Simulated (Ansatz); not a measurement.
## SiC: from a first guess to the relaxed zincblende type

First guess:

```
CELL_PARAMETERS angstrom
0.00000 2.23228 2.23228
2.23228 0.00000 2.23228
2.23228 2.23228 0.00000
ATOMIC_POSITIONS crystal
Si 0.00000 0.00000 0.00000
C 0.25000 0.25000 0.25000
```

All numbers below come from DFT, PBE, PAW with Ansatz's default frozen-core files, scalar-relativistic (Ansatz 0.2.0).

Cell and atoms relax within the symmetry of the start on a 16×16×16 k mesh with 0.08 eV Fermi–Dirac smearing.

The start is built from a prototype, known or not as a phase of this compound; the cutoff is 420 eV.

Question: What is the pressure of the first guess?

Answer: -10.92 GPa.

Question: What does it relax to?

Answer: a = 4.380 Å, b = 4.380 Å, c = 4.380 Å, α = 90.00°, β = 90.00°, γ = 90.00° (conventional cell), 10.50 Å³ per atom:
```cif
data_structure
_symmetry_space_group_name_H-M 'F-43m'
_symmetry_Int_Tables_number 216
_cell_length_a 4.3797
_cell_length_b 4.3797
_cell_length_c 4.3797
_cell_angle_alpha 90.000
_cell_angle_beta 90.000
_cell_angle_gamma 90.000
_cell_volume 84.01
loop_
_atom_site_label
_atom_site_type_symbol
_atom_site_symmetry_multiplicity
_atom_site_Wyckoff_symbol
_atom_site_fract_x
_atom_site_fract_y
_atom_site_fract_z
_atom_site_occupancy
Si1 Si 4 a 0.00000 0.00000 0.00000 1
C1 C 4 d 0.25000 0.25000 0.75000 1
```

Question: How much energy does the relaxation release?

Answer: 22 meV/atom.
